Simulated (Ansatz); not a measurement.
Mg3CdS4: stable or not

The structure comes from a generated guess, relaxed at this level; another structure or a mixture of phases may lie lower.

Computed with DFT PBE, scalar-relativistic, plane waves, PAW in Ansatz. The final run on the 8-atom cell used 420 eV, a Γ-centred 8×8×4 mesh, 0.02 eV smearing and no spin polarisation.

```xyz
8
Lattice="3.7523 0.0000 0.0000 0.0000 3.7523 0.0000 0.0000 0.0000 10.6324" Properties=species:S:1:pos:R:3 pbc="T T T"
Mg    0.0000    0.0000    7.9276
Mg    0.0000    0.0000    2.7048
Mg    1.8761    1.8761    5.3162
Cd    1.8761    1.8761    0.0000
S     0.0000    0.0000    0.0000
S     1.8761    1.8761    2.7308
S     0.0000    0.0000    5.3162
S     1.8761    1.8761    7.9016
```

Formation energies are uncorrected and refer to the elements' standard structures at the same level.

**Question.** These tests were run: energy against the elements; random kick, then relaxation without symmetry; phonons on a 2×2×1 q mesh. What do they show?

**Answer.**

```tsv
test	result
energy against the elements	−1.196 eV/atom
random kick, then relaxation without symmetry	returns
phonons on a 2×2×1 q mesh	no imaginary mode on the mesh
```

It fails none of these tests. Other phases of the system weren't compared here, so this isn't yet thermodynamic stability.

The reference form of S is held partly by dispersion forces, which this level lacks. The kick test ran on a coarse mesh. The run for the phonons used an 8×8×4 k mesh.
